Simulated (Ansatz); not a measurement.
Computed with DFT PBE, scalar-relativistic, plane waves, PAW (Ansatz). All cells share a 420 eV cutoff and Γ-centred k meshes spaced at most about 0.3 Å⁻¹ (about 0.25 or finer for metals, 2π included). Collinear spin in cells that started with moments and kept them past the coarse steps, no spin elsewhere.

Each of these unrelaxed guesses is relaxed in cell and atoms within its symmetry. A guess keeps its type if space group and coordination stay and the shape of the cell changes little (axis ratios within about 15 %, angles within 6°); the volume may change.

1. NbSnTe4

```
CELL_PARAMETERS angstrom
4.34947 0.00000 0.00000
-2.17474 3.76675 0.00000
0.00000 0.00000 9.18944
ATOMIC_POSITIONS crystal
Nb 0.00000 0.00000 0.50000
Sn 0.00000 0.00000 0.00000
Te 0.33333 0.66667 0.74380
Te 0.33333 0.66667 0.25620
Te 0.66667 0.33333 0.74380
Te 0.66667 0.33333 0.25620
```

2. ScRu3 (collinear spin from parallel moments)

```
CELL_PARAMETERS angstrom
2.83683 -2.93301 0.00000
2.83683 2.93301 0.00000
0.00000 0.00000 4.13947
ATOMIC_POSITIONS crystal
Sc 0.00000 0.00000 0.00000
Ru 0.27293 0.72707 0.50000
Ru 0.72707 0.27293 0.50000
Ru 0.00000 0.00000 0.50000
```

3. Cd2HgS3

```
CELL_PARAMETERS angstrom
-2.04839 2.04839 8.69057
2.04839 -2.04839 8.69057
2.04839 2.04839 -8.69057
ATOMIC_POSITIONS crystal
Cd 0.66667 0.66667 0.00000
Cd 0.33333 0.33333 0.00000
Hg 0.00000 0.00000 0.00000
S 0.75000 0.25000 0.50000
S 0.41667 0.91667 0.50000
S 0.08333 0.58333 0.50000
```

4. Ca3Si2N

```
CELL_PARAMETERS angstrom
0.00000 4.42193 5.00792
2.56489 0.00000 5.00792
2.56489 4.42193 0.00000
ATOMIC_POSITIONS crystal
Ca 0.66896 0.33104 0.66896
Ca 0.33104 0.66896 0.33104
Ca 0.00000 0.00000 0.00000
Si 0.00000 0.50000 0.00000
Si 0.50000 0.00000 0.50000
N 0.50000 0.50000 0.50000
```

Task: Which keep their type?

Result: Guess 3 keeps its type.

```tsv
guess	kept	start group	end group	V start (Å³/atom)	V end	b/a and c/a, end over start	nearest neighbours start	nearest neighbours end
1	no	P6/mmm	P6/mmm	25.1	26.9	1.00, 0.56	Nb 12, Sn 12, Te 3	Nb 14, Sn 14, Te 5
2	no	Cmmm	P6/mmm	17.2	20.8	-	Ru 1/2, Sc 2	Ru 6/8, Sc 2
3	yes	I-4m2	I-4m2	24.3	26.3	1.00, 1.00	Cd 4, Hg 4, S 4	Cd 4, Hg 4, S 4
4	no	Fmmm	Fmmm	18.9	31.6	1.20, 1.56	Ca 1/8, N 2, Si 6	Ca 1/6, N 4, Si 6
```

Neighbours count within 15 % of an atom's shortest distance; end groups are read at 0.02 Å (0.05 Å in metals).

Spin–orbit coupling, which can matter for Hg and Te, is left out. A magnetic state wasn't ruled out in cells without spin, among them NbSnTe4 P6/mmm. Cells relaxed within their symmetry can be saddle points.

In counts of neighbours, a slash parts the counts of unlike sites.
